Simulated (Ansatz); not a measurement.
According to plane-wave PAW PBE (Ansatz code), AlN in the cubic phase (Pm-3n; Al on 6d, N on 6c) relaxes to a = 5.372 Å. Its formation energy from the elements is -1.25 eV/atom, with no fitted shifts.

It is gapped at this level: 2.64 eV (direct). The valence maximum lies at Γ and the conduction minimum at Γ. The electron mass is 0.33 mₑ (isotropic).

The bulk modulus is 156 GPa.

The start of the workflow was typed in or built on a structure type; neither database checked (COD, Materials Project) lists it. It is not the phase usual at ambient conditions (space group No. 186, 216). Symmetry was held in the PBE relaxation; its stability against distortions is not shown here. The references are the lowest solids computed at this level, not always the standard phases (solids in place of the gases).

Potentials: the earlier of the program's two PAW sets.
